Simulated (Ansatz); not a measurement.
These are results of DFT LDA, scalar-relativistic, plane waves, PAW in Ansatz 0.2.0, not measurements. Cutoff 420 eV, Γ-centred k meshes of 1000 to 3240 points, fixed occupations in insulators, in metals Fermi–Dirac smearing of 0.15 eV (Gaussian, 0.2 eV, where magnetic), in cells with a very small gap Gaussian smearing of 0.01 eV, no spin polarisation. Values of metals depend on mesh and smearing. Spin–orbit coupling is left out. Each crystal stands at its own equilibrium volume, in the symmetry named.

**Question.** Order these crystals by the highest optical frequency at Γ (without the LO field), lowest first.
A. PbSe (Fm-3m, 2 atoms in the cell, 27.6 Å³/atom, Pb next to 6 Se)
B. Al (P6_3/mmc, 2 atoms in the cell, 16.0 Å³/atom, Al next to 12 Al)
C. TiZn3 (Pm-3m, 4 atoms in the cell, 13.8 Å³/atom, Ti next to 12 Zn)
D. Sc3Al (Pm-3m, 4 atoms in the cell, 20.2 Å³/atom, Al next to 12 Sc)

**Answer.** A (6 cm⁻¹), D (251 cm⁻¹), C (273 cm⁻¹), B (312 cm⁻¹).